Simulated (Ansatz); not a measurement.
NiIrN$_{2}$:
```
CELL_PARAMETERS angstrom
      1.49173     0.86125     5.75123
     -1.49173     0.86125     5.75123
      0.00000    -1.72250     5.75123
ATOMIC_POSITIONS crystal
  Ir 0.50000 0.50000 0.50000
  Ni 0.00000 0.00000 0.00000
  N  0.89672 0.89672 0.89672
  N  0.10328 0.10328 0.10328
```

Relaxed with PBEsol. Special points in fractions of this cell's reciprocal vectors: Γ (0.000, 0.000, 0.000); T (0.500, 0.500, 0.500); H2 (0.818, 0.182, 0.500); H0 (0.500, -0.182, 0.182); L (0.500, 0.000, 0.000); S0 (0.341, -0.341, 0.000); S2 (0.659, 0.000, 0.341); F (0.500, 0.000, 0.500).

Task: List the band energies nearest the Fermi level at these points for DFT-PBEsol in the program Ansatz with PAW potentials.

Result: In eV from the Fermi level; about four levels below and three above (degenerate sets whole), none deeper than 8.9 eV; points with the same levels are listed once.

```csv
k,below,above
Γ,-1.36 -1.36 -1.25 -1.07 -1.07,4.77 4.93 4.93
T,-2.43 -2.43 -1.11 -1.11 -0.07,0.27 0.27 4.36 4.36
H2,-1.48 -1.05 -0.89 -0.53,0.23 1.07 3.82
L,-0.72 -0.37 -0.32 -0.12,0.50 3.17 4.39
S0,-1.34 -1.03 -0.75 -0.70,0.33 1.04 3.87
F,-1.21 -0.85 -0.36 -0.10,0.66 3.58 4.60
```

Space group R-3m. The start of the workflow was typed in or built on a structure type; neither database checked (COD, Materials Project) lists it. Whether it is the stable phase at ambient conditions was not checked. Symmetry was held in the PBEsol relaxation; its stability against distortions is not shown here. The workflow began spin-polarised and lost its moments. Its formation energy is positive at this level, so the cell may be metastable or incomplete. Scalar-relativistic: spin–orbit coupling is off unless named, which matters more the heavier the elements.

Potentials: the earlier of the program's two PAW sets. The files were generated under PBE; for other functionals the program regenerates the frozen cores, and for LDA and PBEsol the local potential too.
